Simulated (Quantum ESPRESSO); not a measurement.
# Zr2TaO5F3: finding a planted mistake in a log

A calculation, not a measurement. The program is pw.x of Quantum ESPRESSO 7.5 (plane-wave density functional theory). The cell is made up: 11 atoms on a rutile lattice with one site empty, with randomly drawn elements, strain and displacements, not relaxed. PseudoDojo standard norm-conserving files (v0.5 for PBE, v0.4.1 for LDA and PBEsol) set the functional; there is no spin polarisation, spin-orbit coupling or dispersion term, and the masses in the input are unused placeholders.

Intended input:

```
&control calculation='scf', pseudo_dir='./dojo.nc.sr.pbe.v0_5.standard.upf', outdir='./o', disk_io='low', tprnfor=.true., tstress=.true. /
&system ibrav=0, nat=11, ntyp=4, nbnd=50, ecutwfc=84.00895049, nosym=.true., tot_charge=0,
 occupations='smearing', smearing='fd', degauss=0.0018374661
/
&electrons conv_thr=7.350e-09, electron_maxstep=60, /
ATOMIC_SPECIES
F 1.0 F.upf
O 1.0 O.upf
Ta 1.0 Ta.upf
Zr 1.0 Zr.upf
CELL_PARAMETERS angstrom
4.9379 0.0 0.0
0.0 4.9379 0.0
0.0 0.0 6.5906
ATOMIC_POSITIONS angstrom
Zr -0.0755 0.0069 -0.0748
Zr 2.4977 2.567 1.6463
Ta 0.0858 0.054 3.2895
O 1.5039 1.5032 0.0061
F 3.4912 3.384 0.028
O 3.9495 1.0137 1.6324
F 0.9022 4.0013 1.5266
O 1.6034 1.4453 3.3836
O 3.4321 3.4701 3.2945
O 3.9145 0.892 5.0129
F 1.0376 4.0347 5.0272
K_POINTS automatic
5 5 4 1 1 1
```

The log is shortened where brackets say so; the opening notice, blank lines, dates and the lines on written files are dropped, and the path of the files is cut. It prints rydbergs, bohrs and kilobars, and counts compression as positive stress. Where no state is partly filled, the Fermi energy that it prints is only some level between the filled and the empty states on the mesh, and need not lie in the true gap.

Log of the intended run:

```
     Program PWSCF v.7.5
     Parallel version (MPI & OpenMP), running on       4 processor cores
     Number of MPI processes:                 4
     Threads/MPI process:                     1
     [start-up lines left out]
     bravais-lattice index     =            0
     lattice parameter (alat)  =       9.3313  a.u.
     unit-cell volume          =    1084.4415 (a.u.)^3
     number of atoms/cell      =           11
     number of atomic types    =            4
     number of electrons       =        88.00
     number of Kohn-Sham states=           50
     kinetic-energy cutoff     =      84.0090  Ry
     charge density cutoff     =     336.0358  Ry
     scf convergence threshold =      7.3E-09
     mixing beta               =       0.7000
     number of iterations used =            8  plain     mixing
     Exchange-correlation= PBE
                           (   1   4   3   4   0   0   0)
     [axes and pseudopotential details left out]
   Cartesian axes
     site n.     atom                  positions (alat units)
         1        Zr     tau(   1) = (  -0.0152899   0.0013974  -0.0151481  )
         2        Zr     tau(   2) = (   0.5058223   0.5198566   0.3334008  )
         3        Ta     tau(   3) = (   0.0173758   0.0109358   0.6661739  )
         4        O      tau(   4) = (   0.3045627   0.3044209   0.0012353  )
         5        F      tau(   5) = (   0.7070212   0.6853116   0.0056704  )
         6        O      tau(   6) = (   0.7998339   0.2052897   0.3305859  )
         7        F      tau(   7) = (   0.1827092   0.8103242   0.3091598  )
         8        O      tau(   8) = (   0.3247129   0.2926953   0.6852306  )
         9        O      tau(   9) = (   0.6950526   0.7027481   0.6671865  )
        10        O      tau(  10) = (   0.7927459   0.1806436   1.0151886  )
        11        F      tau(  11) = (   0.2101298   0.8170882   1.0180846  )
     number of k points=    50  Fermi-Dirac smearing, width (Ry)=  0.0018
                       cart. coord. in units 2pi/alat
        k(    1) = (   0.1000000   0.1000000   0.0936542), wk =   0.0400000
        k(    2) = (   0.1000000   0.1000000   0.2809627), wk =   0.0400000
     [further k points left out]
     Dense  grid:   112881 G-vectors     FFT dimensions: (  60,  60,  75)
     Estimated max dynamical RAM per process >     321.18 MB
     Estimated total dynamical RAM >       1.17 GB
     Initial potential from superposition of free atoms
     starting charge      87.9943, renormalised to      88.0000
     Starting wfcs are   62 randomized atomic wfcs
     total cpu time spent up to now is        8.8 secs
     per-process dynamical memory:   240.0 Mb
     Self-consistent Calculation
     iteration #  1     ecut=    84.01 Ry     beta= 0.70
     Davidson diagonalization with overlap
     ethr =  1.00E-02,  avg # of iterations =  2.0
     total cpu time spent up to now is       25.6 secs
     total energy              =    -644.10226236 Ry
     estimated scf accuracy    <       4.98633142 Ry
     iteration #  2     ecut=    84.01 Ry     beta= 0.70
     Davidson diagonalization with overlap
     ethr =  5.67E-03,  avg # of iterations =  6.2
     total cpu time spent up to now is       54.3 secs
     total energy              =    -639.20202904 Ry
     estimated scf accuracy    <      56.02281530 Ry
     [iterations 3 to 16 left out]
     iteration # 17     ecut=    84.01 Ry     beta= 0.70
     Davidson diagonalization with overlap
     ethr =  1.24E-10,  avg # of iterations =  2.2
     total cpu time spent up to now is      348.9 secs
     total energy              =    -646.88426395 Ry
     estimated scf accuracy    <       0.00000002 Ry
     iteration # 18     ecut=    84.01 Ry     beta= 0.70
     Davidson diagonalization with overlap
     ethr =  2.21E-11,  avg # of iterations =  5.0
     total cpu time spent up to now is      370.4 secs
     End of self-consistent calculation
     [lines on levels left out]
     the Fermi energy is     7.0459 ev
!    total energy              =    -646.88426395 Ry
     estimated scf accuracy    <          3.8E-09 Ry
     smearing contrib. (-TS)   =      -0.00000000 Ry
     internal energy E=F+TS    =    -646.88426395 Ry
     The total energy is F=E-TS. E is the sum of the following terms:
     one-electron contribution =    -250.22679893 Ry
     hartree contribution      =     164.34460120 Ry
     xc contribution           =    -143.79979676 Ry
     ewald contribution        =    -417.20226946 Ry
     convergence has been achieved in  18 iterations
     Forces acting on atoms (cartesian axes, Ry/au):
     atom    1 type  4   force =     0.01595346    0.20786582   -0.10395650
     atom    2 type  4   force =     0.00902793   -0.15743910    0.04634439
     atom    3 type  3   force =    -0.10873457    0.14616770    0.15152601
     atom    4 type  2   force =    -0.04384168   -0.02987873    0.10428880
     atom    5 type  1   force =     0.00404200    0.00642654    0.01723693
     atom    6 type  2   force =     0.05756182   -0.05439498    0.06094756
     atom    7 type  1   force =     0.01515031   -0.01849952    0.06398956
     atom    8 type  2   force =    -0.13108267   -0.09701153   -0.09554781
     atom    9 type  2   force =     0.09054205    0.07856181   -0.09013622
     atom   10 type  2   force =     0.11524247   -0.08736892   -0.09640528
     atom   11 type  1   force =    -0.02386112    0.00557090   -0.05828745
     Total force =     0.508485     Total SCF correction =     0.000234
     Computing stress (Cartesian axis) and pressure
          total   stress  (Ry/bohr**3)                   (kbar)     P=     -136.56
  -0.00096612  -0.00065252  -0.00019653         -142.12      -95.99      -28.91
  -0.00065252  -0.00082071  -0.00023365          -95.99     -120.73      -34.37
  -0.00019653  -0.00023365  -0.00099802          -28.91      -34.37     -146.81
     init_run     :      8.30s CPU      8.65s WALL (       1 calls)
     electrons    :    359.53s CPU    361.65s WALL (       1 calls)
     forces       :      3.07s CPU      3.10s WALL (       1 calls)
     stress       :     10.77s CPU     11.07s WALL (       1 calls)
     [timing details left out]
     PWSCF        :   6m21.91s CPU   6m24.79s WALL
     JOB DONE.
```

A second run was made from an input with one planted mistake. Its log:

```
     Program PWSCF v.7.5
     Parallel version (MPI & OpenMP), running on       4 processor cores
     Number of MPI processes:                 4
     Threads/MPI process:                     1
     [start-up lines left out]
     bravais-lattice index     =            0
     lattice parameter (alat)  =       9.3313  a.u.
     unit-cell volume          =    1084.4415 (a.u.)^3
     number of atoms/cell      =           11
     number of atomic types    =            4
     number of electrons       =        88.00
     number of Kohn-Sham states=           50
     kinetic-energy cutoff     =      43.2907  Ry
     charge density cutoff     =     173.1628  Ry
     scf convergence threshold =      7.3E-09
     mixing beta               =       0.7000
     number of iterations used =            8  plain     mixing
     Exchange-correlation= PBE
                           (   1   4   3   4   0   0   0)
     [axes and pseudopotential details left out]
   Cartesian axes
     site n.     atom                  positions (alat units)
         1        Zr     tau(   1) = (  -0.0152899   0.0013974  -0.0151481  )
         2        Zr     tau(   2) = (   0.5058223   0.5198566   0.3334008  )
         3        Ta     tau(   3) = (   0.0173758   0.0109358   0.6661739  )
         4        O      tau(   4) = (   0.3045627   0.3044209   0.0012353  )
         5        F      tau(   5) = (   0.7070212   0.6853116   0.0056704  )
         6        O      tau(   6) = (   0.7998339   0.2052897   0.3305859  )
         7        F      tau(   7) = (   0.1827092   0.8103242   0.3091598  )
         8        O      tau(   8) = (   0.3247129   0.2926953   0.6852306  )
         9        O      tau(   9) = (   0.6950526   0.7027481   0.6671865  )
        10        O      tau(  10) = (   0.7927459   0.1806436   1.0151886  )
        11        F      tau(  11) = (   0.2101298   0.8170882   1.0180846  )
     number of k points=    50  Fermi-Dirac smearing, width (Ry)=  0.0018
                       cart. coord. in units 2pi/alat
        k(    1) = (   0.1000000   0.1000000   0.0936542), wk =   0.0400000
        k(    2) = (   0.1000000   0.1000000   0.2809627), wk =   0.0400000
     [further k points left out]
     Dense  grid:    41669 G-vectors     FFT dimensions: (  40,  40,  54)
     Estimated max dynamical RAM per process >     123.13 MB
     Estimated total dynamical RAM >     461.99 MB
     Check: negative core charge=   -0.000284
     Initial potential from superposition of free atoms
     starting charge      87.9943, renormalised to      88.0000
     Starting wfcs are   62 randomized atomic wfcs
     total cpu time spent up to now is        4.3 secs
     per-process dynamical memory:    96.5 Mb
     Self-consistent Calculation
     iteration #  1     ecut=    43.29 Ry     beta= 0.70
     Davidson diagonalization with overlap
     ethr =  1.00E-02,  avg # of iterations =  2.0
     total cpu time spent up to now is       11.0 secs
     total energy              =    -643.44901220 Ry
     estimated scf accuracy    <       4.03253374 Ry
     iteration #  2     ecut=    43.29 Ry     beta= 0.70
     Davidson diagonalization with overlap
     ethr =  4.58E-03,  avg # of iterations =  6.1
     total cpu time spent up to now is       21.0 secs
     total energy              =    -638.84838453 Ry
     estimated scf accuracy    <      49.14523166 Ry
     [iterations 3 to 15 left out]
     iteration # 16     ecut=    43.29 Ry     beta= 0.70
     Davidson diagonalization with overlap
     ethr =  1.57E-10,  avg # of iterations =  2.3
     total cpu time spent up to now is      119.6 secs
     total energy              =    -645.63050684 Ry
     estimated scf accuracy    <       0.00000002 Ry
     iteration # 17     ecut=    43.29 Ry     beta= 0.70
     Davidson diagonalization with overlap
     ethr =  1.97E-11,  avg # of iterations =  4.9
     total cpu time spent up to now is      126.4 secs
     End of self-consistent calculation
     [lines on levels left out]
     the Fermi energy is     7.1040 ev
!    total energy              =    -645.63050684 Ry
     estimated scf accuracy    <          2.9E-09 Ry
     smearing contrib. (-TS)   =      -0.00000000 Ry
     internal energy E=F+TS    =    -645.63050684 Ry
     The total energy is F=E-TS. E is the sum of the following terms:
     one-electron contribution =    -247.67885211 Ry
     hartree contribution      =     162.63715658 Ry
     xc contribution           =    -143.38654184 Ry
     ewald contribution        =    -417.20226947 Ry
     convergence has been achieved in  17 iterations
     Forces acting on atoms (cartesian axes, Ry/au):
     atom    1 type  4   force =     0.01777183    0.20678970   -0.10046010
     atom    2 type  4   force =     0.00759188   -0.15739813    0.04630333
     atom    3 type  3   force =    -0.10868222    0.14478636    0.15162747
     atom    4 type  2   force =    -0.04176818   -0.03047065    0.10359118
     atom    5 type  1   force =     0.00640968    0.00492881    0.01616305
     atom    6 type  2   force =     0.05582298   -0.05172637    0.06520289
     atom    7 type  1   force =     0.01445459   -0.01768581    0.06286405
     atom    8 type  2   force =    -0.12819827   -0.10119930   -0.09666826
     atom    9 type  2   force =     0.08736279    0.07929861   -0.08757905
     atom   10 type  2   force =     0.10791688   -0.08373870   -0.09900336
     atom   11 type  1   force =    -0.01868196    0.00641546   -0.06204119
     Total force =     0.504450     Total SCF correction =     0.000124
     Computing stress (Cartesian axis) and pressure
          total   stress  (Ry/bohr**3)                   (kbar)     P=     -786.55
  -0.00539217  -0.00069410  -0.00020665         -793.22     -102.11      -30.40
  -0.00069410  -0.00526200  -0.00024176         -102.11     -774.07      -35.56
  -0.00020665  -0.00024176  -0.00538637          -30.40      -35.56     -792.36
     init_run     :      3.72s CPU      3.82s WALL (       1 calls)
     electrons    :    121.36s CPU    122.10s WALL (       1 calls)
     forces       :      1.28s CPU      1.30s WALL (       1 calls)
     stress       :      3.89s CPU      3.90s WALL (       1 calls)
     [timing details left out]
     PWSCF        :   2m10.81s CPU   2m11.73s WALL
     JOB DONE.
```

Question: what was wrong in the second input?

Answer: the plane-wave cutoff is too low. The input lines that differ, file-writing options aside:

```
- &system ibrav=0, nat=11, ntyp=4, nbnd=50, ecutwfc=84.00895049, nosym=.true., tot_charge=0,
+ &system ibrav=0, nat=11, ntyp=4, nbnd=50, ecutwfc=43.29070152, nosym=.true., tot_charge=0,
```

|  | intended run | run with the mistake |
| --- | --- | --- |
| free energy (eV) | -8801.309 | -8784.251 |
| smearing term -TS (eV) | 0.0000 | 0.0000 |
| pressure (GPa) | -13.66 | -78.65 |
| largest force component (eV/Å) | 5.344 | 5.317 |
| largest change of a force component (eV/Å) |  | 0.188 |
| iterations | 18 | 17 |

For scale, a rerun of the intended cell at a cutoff of 1467 eV and k mesh 7 x 7 x 6 moved values by no more than 0.004 eV in energy, 0.03 GPa in stress and 0.002 eV/Å in force.